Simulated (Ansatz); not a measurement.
SiGe$_{3}$:
```yaml
crystal:
  lattice:
    - [3.96749, 0.00000, 0.00000]
    - [0.00000, 3.96749, 0.00000]
    - [0.00000, 0.00000, 5.60115]
  atoms:
    - { symbol: Si, position: [0.00000, 0.00000, 0.00000] }
    - { symbol: Ge, position: [0.50000, 0.00000, 0.24431] }
    - { symbol: Ge, position: [0.50000, 0.50000, 0.50000] }
    - { symbol: Ge, position: [0.00000, 0.50000, 0.75569] }
```

DFT-r²SCAN in the program Ansatz with PAW potentials gives a gap of 0.56 eV without spin–orbit coupling, maximum at Γ, minimum at R.

Question: What happens when spin–orbit coupling is switched on?

Answer: The gap shrinks by 0.07 eV, to 0.49 eV; maximum at Γ, minimum at R.

Question: Give the electron effective mass with spin–orbit coupling.

Answer: 0.079, 0.11, 0.23 mₑ (principal values).

Question: Give the hole effective mass with spin–orbit coupling.

Answer: 0.086, 0.10, 0.21 mₑ (principal values).

Space group P-4m2. The start of the workflow was typed in or built on a structure type; neither database checked (COD, Materials Project) lists it. Whether it is the stable phase at ambient conditions was not checked. The r²SCAN relaxation kept the symmetry of its start; whether a distortion lowers the energy is not shown.

Potentials: the later of the program's two PAW sets.
